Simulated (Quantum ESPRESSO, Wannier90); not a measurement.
Wannier functions of ScS (rock salt)

```
begin unit_cell_cart
ang
    0.0000000000    2.6087850000    2.6087850000
    2.6087850000    0.0000000000    2.6087850000
    2.6087850000    2.6087850000    0.0000000000
end unit_cell_cart
begin atoms_frac
Sc   0.5000000000  0.5000000000  0.5000000000
S    0.0000000000  0.0000000000  0.0000000000
end atoms_frac
```

Structure: Materials Project mp-1476, symmetrised, not relaxed again. COD (Crystallography Open Database) has an entry of this formula and space group (matched by these alone). Computed values, not measurements, from PBEsol: Quantum ESPRESSO (norm-conserving PseudoDojo potentials, cutoff 63 Ry, no spin polarisation, no spin-orbit coupling) on a Γ-centred 10×10×10 mesh, then Wannier90. Density: 10×10×10 mesh, cold smearing 0.01 Ry.

Band 5 is isolated and gives one Wannier function a cell (S2 3s 79 %, Sc1 4s 10 %, Sc1 3d 8 %; spread 1.21 Å²). Its on-site energy is ε = -14.406 eV relative to the Fermi level, and its hoppings t(R) = t(−R) to the nearer images are (images within this range that aren't listed have |t| under 5 meV):

```tsv
R (lattice vectors; −R alike)	distance (Å)	t (eV)
0 0 1	3.69	-0.076
0 1 -1	3.69	-0.076
0 1 0	3.69	-0.076
1 -1 0	3.69	-0.076
1 0 -1	3.69	-0.076
1 0 0	3.69	-0.076
1 -1 -1	5.22	-0.043
1 -1 1	5.22	-0.043
1 1 -1	5.22	-0.043
```

Task: Work out the band energy at Γ, X, U, K from these numbers.

Result: For one orbital E(k) = ε + Σ_R 2 t(R) cos(2π k·R), the sum over the listed R.
- Γ, k = (0.000, 0.000, 0.000): E = -14.406 + (-0.076)·(12.00) + (-0.043)·(6.00) = -15.58 eV; pw.x: -15.48 eV
- X, k = (0.500, 0.000, 0.500): E = -14.406 + (-0.076)·(-4.00) + (-0.043)·(6.00) = -14.36 eV; pw.x: -14.37 eV
- U, k = (0.625, 0.250, 0.625): E = -14.406 + (-0.076)·(-3.66) + (-0.043)·(2.00) = -14.21 eV; pw.x: -14.21 eV
- K, k = (0.375, 0.375, 0.750): E = -14.406 + (-0.076)·(-3.66) + (-0.043)·(2.00) = -14.21 eV; pw.x: -14.21 eV

At these points the listed shells miss the plane-wave band by up to 0.09 eV, of a width of 1.36 eV on the path. With all its hoppings the model misses the band by 0.1 meV at worst on the whole path, so most of the miss comes from the hoppings not listed.
